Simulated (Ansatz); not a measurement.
Given:

SnRu₃N:
```
CELL_PARAMETERS angstrom
      4.04127     0.00000     0.00000
      0.00000     4.04127     0.00000
      0.00000     0.00000     4.04127
ATOMIC_POSITIONS crystal
  Sn 0.00000 0.00000 0.00000
  Ru 0.00000 0.50000 0.50000
  Ru 0.50000 0.00000 0.50000
  Ru 0.50000 0.50000 0.00000
  N  0.50000 0.50000 0.50000
```

This is the PBEsol-relaxed structure.

Task: All from the program Ansatz at the PBEsol level (PAW), unless another level is named. Predict the Poisson's ratio.

Result: 0.32.

Task: Predict the highest zone-centre frequency.

Result: 345 cm⁻¹.

Task: Predict the elastic constants (relaxed ions, GPa).

Result: C11 = 411, C12 = 199, C44 = 112.

Space group Pm-3m (anti-perovskite). The start of the workflow was typed in or built on a structure type; neither database checked (COD, Materials Project) lists it. Whether it is the stable phase at ambient conditions was not checked. The cell was relaxed with PBEsol under the symmetry of its start; whether a distortion lowers the energy is not shown. The workflow began spin-polarised and lost its moments. As this level gives no gap, shear constants depend on the k-mesh and smearing (Fermi–Dirac, 0.1 eV here). As this level gives no gap, phonon frequencies hold no LO–TO term and depend on the k-mesh and smearing (Fermi–Dirac, 0.1 eV here). Spin–orbit coupling is left out wherever it is not named.

Potentials: the earlier of the program's two PAW sets. The files were generated under PBE; for other functionals the program regenerates the frozen cores, and for LDA and PBEsol the local potential too.
